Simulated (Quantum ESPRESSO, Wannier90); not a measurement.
Wannierisation of InN (wurtzite)

Structure: Materials Project mp-22205, symmetrised, not relaxed again. COD (Crystallography Open Database) has the formula in 2 space groups, this one among them (matched by group alone). Level: PBEsol, spinors with spin-orbit coupling; pw.x of Quantum ESPRESSO at 68 Ry with PseudoDojo potentials, 6×6×4 k-points, Wannier90. Density: 12×12×6 mesh, Gaussian smearing 0.01 Ry. With spin-orbit coupling a semilocal functional can close or falsely invert a small gap; the band order was not checked against a better method.

```
begin unit_cell_cart
ang
    3.5506199484    0.0000000000    0.0000000000
   -1.7753099742    3.0749270745    0.0000000000
    0.0000000000    0.0000000000    5.7325600000
end unit_cell_cart
mp_grid = 6 6 4
```

Task: Which shells of neighbouring k-points and which b-vectors and weights does Wannier90 pick for this cell and mesh?

Result: 
```
 *---------------------------------- K-MESH ----------------------------------*
 +----------------------------------------------------------------------------+
 |                    Distance to Nearest-Neighbour Shells                    |
 |                    ------------------------------------                    |
 |          Shell             Distance (Ang^-1)          Multiplicity         |
 |          -----             -----------------          ------------         |
 |             1                   0.274013                      2            |
 |             2                   0.340560                      6            |
 |             3                   0.437109                     12            |
 |             4                   0.548026                      2            |
 |             5                   0.589867                      6            |
 |             6                   0.645224                     12            |
 |             7                   0.650405                     12            |
 |             8                   0.681120                      6            |
       ... (lines left out)
 +----------------------------------------------------------------------------+
 | The b-vectors are chosen automatically                                     |
 | The following shells are used:                       1,  2                 |
 +----------------------------------------------------------------------------+
 |                        Shell   # Nearest-Neighbours                        |
 |                        -----   --------------------                        |
 |                          1               2                                 |
 |                          2               6                                 |
 +----------------------------------------------------------------------------+
 | Completeness relation is fully satisfied [Eq. (B1), PRB 56, 12847 (1997)]  |
 +----------------------------------------------------------------------------+
 |                  b_k Vectors (Ang^-1) and Weights (Ang^2)                  |
 |                  ----------------------------------------                  |
 |            No.         b_k(x)      b_k(y)      b_k(z)        w_b           |
 |            ---        --------------------------------     --------        |
 |             1         0.000000    0.000000    0.274013     6.659283        |
 |             2         0.000000    0.000000   -0.274013     6.659283        |
 |             3         0.000000    0.340560    0.000000     2.874029        |
 |             4         0.294934    0.170280    0.000000     2.874029        |
 |             5         0.000000   -0.340560    0.000000     2.874029        |
 |             6         0.294934   -0.170280    0.000000     2.874029        |
 |             7        -0.294934   -0.170280    0.000000     2.874029        |
 |             8        -0.294934    0.170280    0.000000     2.874029        |
```
